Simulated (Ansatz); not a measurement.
TaS2:
```
CELL_PARAMETERS angstrom
      3.28270     0.00000     0.00000
     -1.64135     2.84290     0.00000
      0.00000     0.00000    22.79578
ATOMIC_POSITIONS crystal
  Ta 0.00000 0.00000 0.00000
  S  0.33333 0.66667 0.06752
  S  0.66667 0.33333 0.93248
  Ta 0.00000 0.00000 0.25000
  S  0.66667 0.33333 0.31772
  S  0.66667 0.33333 0.18228
  Ta 0.00000 0.00000 0.50000
  S  0.66667 0.33333 0.56752
  S  0.33333 0.66667 0.43248
  Ta 0.00000 0.00000 0.75000
  S  0.33333 0.66667 0.81772
  S  0.33333 0.66667 0.68228
```

Relaxed with LDA. Special points in fractions of this cell's reciprocal vectors: Γ (0.000, 0.000, 0.000); M (0.500, 0.000, 0.000); K (0.333, 0.333, 0.000); A (0.000, 0.000, 0.500); L (0.500, 0.000, 0.500); H (0.333, 0.333, 0.500).

Question: List the band energies nearest the Fermi level at these points for LDA in the plane-wave PAW code Ansatz.

Answer: In eV from the Fermi level; about four levels below and three above (degenerate sets whole), none deeper than 8.9 eV; points with the same levels are listed once.

```
k                          below                     above
-  -----------------------------  ------------------------
Γ  -0.52 -0.52 -0.52 -0.52 -0.26  0.12 0.18 0.18 0.18 0.18
M        -1.18 -0.85 -0.31 -0.28            2.81 2.81 3.42
K        -2.92 -2.65 -2.09 -2.09       0.66 0.66 1.64 1.64
A        -0.52 -0.52 -0.52 -0.52       0.18 0.18 0.18 0.18
L        -0.94 -0.94 -0.29 -0.29       2.81 2.81 3.43 3.43
H        -2.76 -2.76 -2.09 -2.09       0.66 0.66 1.62 1.62
```

Space group P6_3/mmc. The start of the workflow was typed in or built on a structure type; the Crystallography Open Database files this formula in space group No. 194, but the cells were not matched. It is not the phase usual at ambient conditions (space group No. 164). The cell was relaxed with LDA under the symmetry of its start; whether a distortion lowers the energy is not shown. The run is not spin-polarised. A crystal of weakly bound layers computed without a dispersion correction: the cell and the soft elastic constants depend strongly on that. Spin–orbit coupling is left out wherever it is not named.

Potentials: the earlier of the program's two PAW sets.
